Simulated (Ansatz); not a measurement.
IrRu in space group R-3m (No. 166; Ru on 3b, Ir on 3a), PBEsol in the plane-wave PAW code Ansatz, all energies at zero smearing, with the estimated change up to a 700 eV cutoff added, with one set of potentials and settings (totals compare only within such a set). Cell of 2 atoms (1 Ru, 1 Ir): -17615.563 eV.

```tsv
element	reference phase	E (eV/atom)
Ru	P6_3/mmc, 2 atoms in the cell	-5816.5026
Ir	Fm-3m, 1 atoms in the cell	-11799.0386
```

Formation energy per atom, worked out: (-17615.563 − 1×(-5816.5026) − 1×(-11799.0386))/2 = -0.011 eV/atom (-1 kJ per mol of atoms), at 0 K, without zero-point energy or fitted corrections.

The first step of the workflow began from a Materials Project structure, measured or hypothetical; the Crystallography Open Database copy checked does not list it. With Ru and Ir taken as one species the cell has the higher symmetry Fm-3m, so it may be an ordered model of a mixed-site phase. Whether it is the stable phase at ambient conditions was not checked. Symmetry was held in the PBEsol relaxation; its stability against distortions is not shown here. No spin polarisation was allowed. The references are the lowest solids computed at this level, not always the standard phases. Scalar-relativistic: spin–orbit coupling is off unless named, which matters more the heavier the elements.

Potentials: the later of the program's two PAW sets.
